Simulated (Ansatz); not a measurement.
Ag (fcc, Cu type)

```yaml
crystal:
  lattice:
    - [0.00000, 2.02719, 2.02719]
    - [2.02719, 0.00000, 2.02719]
    - [2.02719, 2.02719, 0.00000]
  atoms:
    - { symbol: Ag, position: [0.00000, 0.00000, 0.00000] }
```

The slice is a {111} plane (indices of the conventional cell) through the point (0.000, 0.000, 0.000) (fractional), spanned by u = [100] and v = [-1 2 0] in vectors of this cell: u (2.87 Å) and v (4.97 Å, at 90° to u). It covers one period; positions are fractions (u, v).

The numbers are results of PBEsol (plane waves to 420 eV, PAW, scalar-relativistic; Ansatz, a program for electronic structure), not measurements. k mesh 20×20×20. Near the nuclei the fields are pseudised (PAW); where an atom keeps semicore shells as valence, they peak there. Ag was relaxed with its symmetry unable to fall.

Three fields on this plane, each scaled to ten steps between its own extremes (0 low, 9 high; the total valence density on a logarithmic scale, the potential cut 8 eV below its top; x marks points blanked near nuclei; v = 0 in the bottom row):

Map A
```
|xxxxxx27872xxxxx|
|xxxxxx47874xxxxx|
|xxxxx0689860xxxx|
|xxxx057999740xxx|
|xxx04789998740xx|
|1246788999887642|
|7778887777788877|
|9988764212467889|
|998740xxxxx04789|
|99750xxxxxxx0479|
|9860xxxxxxxxx068|
|874xxxxxxxxxxx47|
|872xxxxxxxxxxx27|
|872xxxxxxxxxxx27|
|872xxxxxxxxxxx27|
|874xxxxxxxxxxx47|
|9860xxxxxxxxx068|
|99740xxxxxxx0579|
|998740xxxxx04789|
|9988764212467889|
|7778887777788877|
|1246788999887642|
|xxx04789998740xx|
|xxxx047999750xxx|
|xxxxx0689860xxxx|
|xxxxxx47874xxxxx|
|xxxxxx27872xxxxx|
|xxxxxx27872xxxxx|
```

Map B
```
|xxxxxx73237xxxxx|
|xxxxxx62126xxxxx|
|xxxxx8410148xxxx|
|xxxx952000259xxx|
|xxx96310001369xx|
|8764321101123467|
|3322222333222223|
|0112346787643211|
|001369xxxxx96310|
|00259xxxxxxx9520|
|0148xxxxxxxxx841|
|126xxxxxxxxxxx62|
|237xxxxxxxxxxx73|
|237xxxxxxxxxxx73|
|237xxxxxxxxxxx73|
|126xxxxxxxxxxx62|
|0148xxxxxxxxx841|
|00259xxxxxxx9520|
|001369xxxxx96310|
|0112346787643211|
|3322222333222223|
|8764321101123467|
|xxx96310001369xx|
|xxxx952000259xxx|
|xxxxx8410148xxxx|
|xxxxxx62126xxxxx|
|xxxxxx73237xxxxx|
|xxxxxx73237xxxxx|
```

Map C
```
|xxxxxx40004xxxxx|
|xxxxxx30003xxxxx|
|xxxxx7111117xxxx|
|xxxx920121029xxx|
|xxx72011211027xx|
|6531000111000135|
|1000000010000000|
|1100013565310001|
|211027xxxxx72011|
|21029xxxxxxx9201|
|1117xxxxxxxxx711|
|003xxxxxxxxxxx30|
|004xxxxxxxxxxx40|
|005xxxxxxxxxxx50|
|004xxxxxxxxxxx40|
|003xxxxxxxxxxx30|
|1117xxxxxxxxx711|
|21029xxxxxxx9201|
|211027xxxxx72011|
|1100013565310001|
|1000000010000000|
|6531000111000135|
|xxx72011211027xx|
|xxxx920121029xxx|
|xxxxx7111117xxxx|
|xxxxxx30003xxxxx|
|xxxxxx40004xxxxx|
|xxxxxx50005xxxxx|
```

Q: Assign the maps to these fields: electron localisation function (ELF); valence electron density; electrostatic potential energy of an electron, from the cell's mean.

A: A is the electrostatic potential energy of an electron, from the cell's mean; B is the valence electron density; C is the electron localisation function (ELF).
